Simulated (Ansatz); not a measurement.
An ordered 8-atom cell of Ga4AsP3 on the zincblende lattice, 8 atoms and 82 valence electrons in a cell of about 167 Å³, was run 8 times in Ansatz, each time on 4 threads of Arm Neoverse V1, on a shared host. The times are single readings and vary with the host's load.

| run | k mesh | irreducible k | cutoff (eV) | plane waves | bands | SCF iterations | wall time | peak host memory (GiB) |
| --- | --- | --- | --- | --- | --- | --- | --- | --- |
| relaxation, PBE | 4×4×4 | 10 | 420 | 3407 | 50 | 50 | ? | ? |
| relaxation, r2SCAN | 4×4×4 | 10 | 500 | 4169 | 50 | 34 | 23 s | 0.86 |
| bands, PBE | 6×6×6 | 20 | 420 | 3239 | 47 | 7 | ? | ? |
| single point, r2SCAN | 6×6×6 | 20 | 500 | 4169 | 47 | 8 | 13 s | 0.84 |
| single point, HSE06 | 4×4×4 | 10 | 420 | 3239 | 47 | 19 | ? | ? |
| single point, PBE+SOC | 6×6×6 | 20 | 420 | 3239 | 94 | 9 | 45 s | 1.8 |
| field response, r2SCAN | 4×4×4 | 21 | 500 | 4169 | 50 | 16 | 2.4 min | 2.3 |
| single point, PBE0 | 4×4×4 | 10 | 420 | 3239 | 47 | 17 | ? | ? |

(1) What time and memory did the runs marked ? need?

## Answers

(1)
```tsv
run	wall time	peak host memory (GiB)
relaxation, PBE	14 s	0.52
single point, PBE0	120 s	3.1
single point, HSE06	120 s	3.1
bands, PBE	13 s	0.69
```

Only the levels marked +SOC include spin-orbit coupling.
